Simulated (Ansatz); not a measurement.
Magnetic states of cobalt, simple cubic

Theory: DFT, r2SCAN, plane waves (500 eV) with PAW, scalar-relativistic in Ansatz. (PAW data from PBE, frozen cores regenerated.)

Each start was relaxed and then solved on a dense mesh, with Fermi-Dirac smearing of 0.05 eV (0.1 eV in a metal without spin) extrapolated to zero. Rows within 2 meV/atom of each other tie.

(1) Where does each start end, and how do the energies compare? Starts: ferromagnetic; non-magnetic.

Answers

(1) 
```tsv
start	ends	ΔE (meV/atom)	V (Å³/atom)
ferromagnetic	ferromagnetic, net 2.03 μB per atom	0.0	12.60
non-magnetic	spin not included	663.3	11.42
```
